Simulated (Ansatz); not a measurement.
An Ansatz (a first-principles code) run. Input:

Ansatz 0.2 input:
```yaml
crystal:
  lattice:
    - [2.6758931218, 0.0, 0.0]
    - [0.0, 2.6758931218, 0.0]
    - [0.0, 0.0, 5.4667139123]
  atoms:
    - { symbol: Ga, position: [0.0, 0.0, 0.5] }
    - { symbol: As, position: [0.0, 0.0, 0.0] }
kpoints:
  mp_grid: { grid: [15, 15, 8] }
hamiltonian:
  xc: r2scan
  pseudopotentials: { kind: paw }
scf:
  occupations: { method: fermi_dirac, width: 0.1 }
phonons:
  method: dfpt
  response_accuracy: low
  eigenvectors: true
  rigid_motions: translations
```

Output (shortened):

```
Pseudopotential: Ga, paw, valence charge 13
Pseudopotential: As, paw, valence charge 15
Functional definition: r2SCAN
Crystal: 2 atoms, lattice volume = 39.144 Å³
Basis set: ecut = 500 eV, 959 PW (Γ), exchange–correlation on 100×100×200 points (125 copies of the dense FFT grid, shifted against one another)
Bands: 18, of which v1, the nominal top of the filled ones, is band 14 counted from 1 (13 counted from 0)
Symmetry: 16 space group operations
k-points: 488 of 1800 (irreducible under 2 space group operations, time reversal used)
SCF iter   1: F=—  HF=-8654.621812 eV  |F-HF|=—  |Δ(HF+E_count)|=         —  Δρ=6.64e-3  dr2=1.02e-2  dr2_τ=1.49e-3  ethr=1.77e-3  ⟨swp⟩=5.0  Hψ=38801  notcnv=0
preconditioner: auto → none
SCF iter   2: F=—  HF=-8654.640397 eV  |F-HF|=—  |Δ(HF+E_count)|=   1.86e-2  Δρ=2.12e-3  dr2=1.54e-3  dr2_τ=3.02e-5  ethr=3.63e-5  ⟨swp⟩=2.0  Hψ=21456  notcnv=0  defer=16
SCF iter   3: F=—  HF=-8654.640634 eV  |F-HF|=—  |Δ(HF+E_count)|=   2.37e-4  Δρ=1.39e-3  dr2=7.12e-4  dr2_τ=5.58e-6  ethr=5.52e-6  ⟨swp⟩=2.0  Hψ=12983  notcnv=0  defer=16
SCF iter   4: F=—  HF=-8654.640818 eV  |F-HF|=—  |Δ(HF+E_count)|=   1.84e-4  Δρ=6.98e-4  dr2=6.78e-4  dr2_τ=4.48e-6  ethr=2.54e-6  ⟨swp⟩=2.0  Hψ=10204  notcnv=0  defer=16
SCF iter   5: F=—  HF=-8654.640714 eV  |F-HF|=—  |Δ(HF+E_count)|=   1.04e-4  Δρ=1.55e-4  dr2=1.49e-5  dr2_τ=1.38e-7  ethr=2.42e-6  ⟨swp⟩=1.8  Hψ=9305  notcnv=0  defer=16
SCF iter   6: F=—  HF=-8654.640717 eV  |F-HF|=—  |Δ(HF+E_count)|=   2.56e-6  Δρ=4.51e-5  dr2=9.44e-7  dr2_τ=1.16e-8  ethr=5.31e-8  ⟨swp⟩=2.9  Hψ=15076  notcnv=0  defer=16
SCF iter   7: F=—  HF=-8654.640715 eV  |F-HF|=—  |Δ(HF+E_count)|=   1.87e-6  Δρ=6.04e-6  dr2=1.21e-8  dr2_τ=1.20e-10  ethr=3.37e-9  ⟨swp⟩=2.0  Hψ=10211  notcnv=0  defer=16
SCF iter   8: F=—  HF=-8654.640715 eV  |F-HF|=—  |Δ(HF+E_count)|=   1.53e-8  Δρ=7.89e-7  dr2=1.28e-10  dr2_τ=2.79e-12  ethr=4.31e-11  ⟨swp⟩=2.0  Hψ=11104  notcnv=0  defer=16
SCF iter   9: F=-8654.640715 eV  HF=-8654.640715 eV  |F-HF|=9.09e-12  |Δ(HF+E_count)|=  2.62e-10  Δρ=7.75e-8  dr2=1.35e-12  dr2_τ=2.96e-14  ethr=1.00e-12  ⟨swp⟩=6.0  Hψ=39728  notcnv=0
SCF 1 converged in 9 iterations: F = -8654.640715 eV  dr2 = 1.35e-12
DFPT response loops at Γ: preconditioner auto → Kerker (q_TF=auto, 2.580 Å⁻¹) (partly filled bands, converged f_vac=0.000) …
SCF converged after 9 iterations
Free energy (F): -8654.640715 eV
Harris-Foulkes:  -8654.640715 eV  (|F-HF|=9.09e-12)
Internal energy: -8654.613970 eV  (E = F + TS)
E sigma→0 (E₀):  -8654.627342 eV
Entropy (-TS):   -0.026745 eV (-13.373 meV/atom)
Fermi energy:    10.320602 eV
--- Per-component energies (eV) ---
  E_band       = -278.001571
  E_kinetic    = 217.129761
  E_local      = -3414.734459  (includes V_loc(G=0)·N_el)
  E_nonlocal   = -245.750304
  E_hartree    = 1750.286575
  E_xc         = -136.690302
  E_vxc        = -144.333176  (∫ρ·V_xc dr)
  E_paw        = -3847.958275  (= ΣΔE_a)
  E_vpaw       = -198.656010  (= ΣTr[D̂ρ^β])
  E_aug_tail   = -0.000045  (compensation charges beyond the density's cutoff)
  E_vtau       = 7.769513  (kinetic-family band-sum trace: ∫τ·v_τ [+ j·A + Jᵃ·Aᵃ] dr)
  E_ewald      = -2974.786442
  E_core_change = -2.110478  (= ΣΔE_core)
  E_smearing   = -0.026745  (= −TS)
  E_closure    =  0.000000  (closes the sum)
  Σ components = -8654.640715   (vs F -8654.640715, Δ=0.00e0)
  [band-id]    e_kinetic+e_local+e_nonlocal+2·e_hartree+e_vxc+e_vpaw+e_augmentation_tail+e_vtau = -278.001571   (vs E_band -278.001571, Δ=-2.97e-7)
--- Band table (eV; the first three rows and the last of 488) ---
  k-point 0: bands = ["-26.5615", "-26.4328", "-26.4205", "-26.3831", "-26.3831", "-5.3687", "-5.3062", "-4.8758", "-4.8758", "-4.7828", "-4.3433", "1.7629", "4.2587", "15.8288", "15.8288", "16.8589", "20.3136", "20.6541"]
  k-point 1: bands = ["-26.5615", "-26.4328", "-26.4205", "-26.3831", "-26.3831", "-5.3687", "-5.2914", "-4.8759", "-4.8759", "-4.7829", "-4.3306", "1.3704", "4.8618", "15.7410", "15.8493", "15.8493", "20.3396", "21.5525"]
  k-point 2: bands = ["-26.5615", "-26.4328", "-26.4204", "-26.3831", "-26.3831", "-5.3687", "-5.2559", "-4.8761", "-4.8761", "-4.7829", "-4.2965", "0.7243", "6.1448", "13.7725", "15.9004", "15.9004", "20.4059", "21.7476"]
  k-point 487: bands = ["-26.5046", "-26.4157", "-26.4157", "-26.3912", "-26.3579", "-5.2165", "-5.0600", "-5.0593", "-4.9132", "-4.6411", "2.9239", "6.6333", "6.7667", "9.6725", "11.1682", "11.5423", "13.2318", "14.1156"]
--- Phonons (Γ-DFPT): 4 representative perturbations + reference, on 488 of 1800 k-points (Σ response iterations 26) ---
  ASR residual: 3.683e-4 → 0.000e0 eV/Å²; symmetrization residual: 1.602e-4 eV/Å²
  ASR residual per site (eV/Å²): 3.68e-4 3.19e-4
  Γ frequencies (cm⁻¹): 0.00 0.00 0.00 51.60 51.60 141.30
  non-analytic LO–TO correction: not included (Born effective charges unavailable; polar crystals: no LO–TO splitting at Γ)
```

Cost: around 7 core-minutes (rough) on shared cores.

Space group P4/mmm. The first step of the workflow began from a Materials Project structure, measured or hypothetical; the Crystallography Open Database copy checked does not list it. It is not the phase usual at ambient conditions (space group No. 216). Symmetry was held in the r²SCAN relaxation; of distortions, only those at the zone centre were tested. As this level gives no gap, phonon frequencies hold no LO–TO term and depend on the k-mesh and smearing (Fermi–Dirac, 0.1 eV here). Scalar-relativistic: spin–orbit coupling is off unless named, which matters more the heavier the elements.

Potentials: the later of the program's two PAW sets.

Ansatz is a plane-wave DFT program.
